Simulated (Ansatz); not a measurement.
Stiffness of TiPd from strained cells

```yaml
crystal:
  lattice:
    - [3.18000, 0.00000, 0.00000]
    - [0.00000, 3.18000, 0.00000]
    - [0.00000, 0.00000, 3.18000]
  atoms:
    - { symbol: Ti, position: [0.50000, 0.50000, 0.50000] }
    - { symbol: Pd, position: [0.00000, 0.00000, 0.00000] }
```

Atom numbers follow the list: Ti1, Pd2.

The conventional cell has a = 3.180 Å, b = 3.180 Å, c = 3.180 Å, α = 90.00°, β = 90.00°, γ = 90.00°. Ti (atom 1) has 8 Pd at 2.75 Å as nearest neighbours. Pd (atom 2) is surrounded by 8 Ti at 2.75 Å.

The geometry is COD entry 1523469, unchecked; take it as a test cell.

Spin polarisation is left out, and whether a magnetic state lies lower isn't shown here.

Level of theory: DFT, PBEsol, all-electron LAPW, scalar-relativistic (Ansatz 0.2.0).

The runs use a Γ-centred 13×13×13 k mesh, Fermi–Dirac smearing of 0.08 eV, basis error target 0.5 meV/atom, no spin polarisation.

The unstrained cell is at -6.85 GPa. Large strains and very small stresses are left out. Each strain is applied once, with fractional coordinates held (clamped ions), and σ below is the change of stress, positive in tension. One finite strain gives stress–strain coefficients at this pressure with an error of the order of the strain times third-order constants, a few per cent for each per cent of strain. In a metal the k mesh adds noise of tens of per cent to soft shears.

(1) Estimate the stiffness probed by this change, and the stress that it gives: equal xy, yz and zx engineering shear strains of -1 %.

(2) Estimate the stiffness probed by this change, and the stress that it gives: equal xy, yz and zx engineering shear strains of +1 %.

(3) The two estimates of C44 (clamped ions) differ. Why, and which value is best?

## Answers

(1) σxy = -0.45 GPa and γxy = 2εxy = -0.0100, so C44 (clamped ions) = σxy/γxy = 45 GPa.

(2) σxy = 0.42 GPa and γxy = 2εxy = 0.0100, so C44 (clamped ions) = σxy/γxy = 42 GPa.

(3) Finite strains add third-order terms, and in a metal the k mesh adds noise; two strains on one mesh can't tell these apart, so neither value is shown to be the better.
